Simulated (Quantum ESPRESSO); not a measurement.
# One change at a time to AlMgRu2Sn2Ta2

These are calculations, not measurements. They come from Quantum ESPRESSO 7.5, a public plane-wave density functional program. Each row is one single-point run on a made-up periodic cell of eight metal atoms, with elements, volume, strain and displacements drawn at random and not relaxed, so a cell may be unstable or far from any real phase. There is no spin polarisation or spin-orbit coupling.

Settings: PBE unless stated; PseudoDojo standard norm-conserving files; Fermi-Dirac width 0.25 eV, which means electrons at about 2900 K; cutoff 1143 eV; 8 x 5 x 2 k mesh shifted half a step off Gamma. E is the free energy of the whole cell (internal energy minus TS), so a -TS column is already part of it. Stress is positive in tension, and the pressure P is minus a third of its trace.

Checks: one run of this series was repeated at a higher cutoff and on a denser mesh, which moved values by no more than 0.004 eV, 0.06 GPa and 0.014 eV/Å, and a second program with other atomic files agreed on it to 2 % rms in force and 0.5 GPa in pressure. Known limits: the tin pseudopotential is less sure than most, with forces differing by about three percent from a second method on plain tin; heavy elements are run without spin-orbit coupling, which real alloys of them have; a spin test at this wide smearing found no moment, but such smearing suppresses magnetism that the real alloy may have.

The lattice is face-centred cubic, and the cell vectors in Å are (0.000, 2.161, 2.161); (-4.323, 0.000, 0.000); (0.000, -8.645, 8.645), a volume of 161.54 Å³ in run 1. The elements on sites 1 to 8 are Ru Mg Ta Ru Sn Al Sn Ta. Each later run makes one change to run 1 and keeps the rest. E is counted from run 1, and is n/a where other atomic files have another zero of energy.

| run | change | V (Å³) | P (GPa) | -TS (eV) | rms force (eV/Å) | largest change of a force component (eV/Å) | E (eV) |
|---|---|---|---|---|---|---|---|
| 1 | none | 161.54 | -13.64 | -1.393 | 0.472 | 0.000 | 0.000 |
| 2 | sites 1 and 2 exchanged | 161.54 | -13.23 | -1.569 | 0.454 | 1.592 | 0.358 |
| 3 | all lengths scaled by -0.81 % | 157.65 | -11.70 | -1.347 | 0.487 | 0.074 | ? |
| 4 | LDA in place of PBE | 161.54 | -20.48 | -1.411 | 0.494 | 0.185 | n/a |
| 5 | Hf on site 1 | 161.54 | -5.97 | -1.336 | 0.572 | 1.173 | n/a |
| 6 | site 2 moved by +0.18 Å along z | 161.54 | -13.76 | -1.397 | 0.434 | 0.567 | -0.039 |

## Worked estimate

Along a uniform scaling dE = -P dV. The mean of the two pressures is -12.670 GPa and the volume changes by -3.89 Å³, with 160.2 GPa to one eV/Å³. The same two rows give -V dP/dV = 80 GPa for this cell with clamped atoms, which is not the bulk modulus of a real alloy.

## Withheld value

Question: what E should run 3 give?

The estimate is -0.308 eV. The calculation gave -0.308 eV.
